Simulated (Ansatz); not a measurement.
# EuMg2Sb2, a strained cell with displaced atoms

```xyz
5
Lattice="4.5176 0.0335 0.0171 -2.2298 4.0819 0.0292 0.0282 0.0717 7.5480" Properties=species:S:1:pos:R:3 pbc="T T T"
Mg   -0.0055    2.8165    4.6451
Mg    2.2552    1.2518    2.8233
Sb    2.3371    1.0365    5.7215
Sb    0.1111    3.1401    1.3969
Eu    0.1447    0.1149    0.0255
```

Single point in Ansatz 0.2.0 with r2SCAN, with U_eff = 6.76 eV on Eu f (all-electron-ortho-atomic projectors), collinear spin. Cutoff 500 eV, PAW datasets, 5×5×3 (shifted by 0, 0.5, 0 steps) k mesh, methfessel-paxton filling (width 0.0181 eV).

Magnetic state (reached from a saved solution, and it need not be the lowest): Eu5 up.

Task: How is the charge shared?

Result: Bader charges in e: Eu +1.19, Mg +1.51, Sb -2.17 to -2.03. In the mean Mg gives up most and Sb takes most.

Task: What do density and ELF say about some of the short contacts?

Result: Mg–Sb at 2.56 Å: least valence density 0.27 e/Å³ and ELF 0.18 there, a closed-shell (ionic or weak) contact. Sb–Eu at 2.78 Å: least valence density 0.35 e/Å³ and ELF 0.28 there. Mg–Mg at 3.09 Å: least valence density 0.11 e/Å³ and ELF 0.33 there. Both are smooth PAW fields, read partly inside the augmentation spheres.

Task: What is the band gap?

Result: The gap on the k mesh is 0.83 eV; the mesh may miss the band edges, so the true gap of this level can be smaller.

Task: What does the stress say?

Result: The pressure is 7.0 GPa (compression positive), so with the atoms held at these fractions the cell would first expand; the forces are large, so a full relaxation may end otherwise. The principal stresses 4.6, 5.5, 11.0 GPa differ, so its shape would change too.

Task: How large are the moments?

Result: Eu5 +7.01 μB of spin moment in Bader basins; net size 7.00 μB a cell.

Origin: a strained cell with displaced atoms, so it need not be a known compound. Caveats: an odd or shifted mesh can miss the band edges, so this level's true gap may be smaller; no spin-orbit coupling, which can shift this gap by tenths of an eV; atoms or cell far from equilibrium.
